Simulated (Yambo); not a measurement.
**Rb$_{2}$LiRhF$_{6}$: sweep of GW parameters**

G0W0@PBEsol for Rb$_{2}$LiRhF$_{6}$ (space group Fm-3m, No. 225) in Yambo. Reference settings: 2×2×2 Γ-centred k mesh, bands 6 to 225 and a 7 Ry block in the screening, 225 bands in G with the Bruneval-Gonze terminator, plasmon pole fitted at 27.2 eV. The PBEsol gap X → X on this mesh is 1.62 eV; G0W0 gaps are taken between the same points.

```tsv
change from the reference	G0W0 gap X → X (eV)	shift of the valence edge (eV)	rough Yambo cost
reference settings	5.13	-1.42	1
95 bands in W, 95 bands in G	5.25	-1.28	about 1/2
150 bands in W, 150 bands in G	5.16	-1.35	within a factor of two
95 bands in G	5.17	-1.41	–
150 bands in G	5.14	-1.41	–
113 bands in W	5.19	-1.32	within a factor of two
2 Ry block	5.61	-1.74	within a factor of two
3 Ry block	5.26	-1.53	within a factor of two
6 Ry block	5.10	-1.41	within a factor of two
pole fitted at 15 eV	5.02	-1.33	–
no random integration	4.99	-1.11	–
95 bands in G, no terminator	5.24	-0.75	–
150 bands in G, no terminator	5.16	-0.99	–
no terminator	5.16	-1.18	–
```

The reference isn't shown to be the converged limit. Costs are rough (shared machines), scaled to the same edge states, and given only for runs that recompute the screening.

Spin-orbit splittings are left out.

Geometry of the Materials Project entry, not relaxed at this level; primitive cell a = b = c = 5.9344 Å, α = β = γ = 60.00°.

The structure is a Materials Project entry; no match was found in the copy of COD used, and its stability was not checked.

A shift is the quasiparticle energy of the state minus its PBEsol energy.
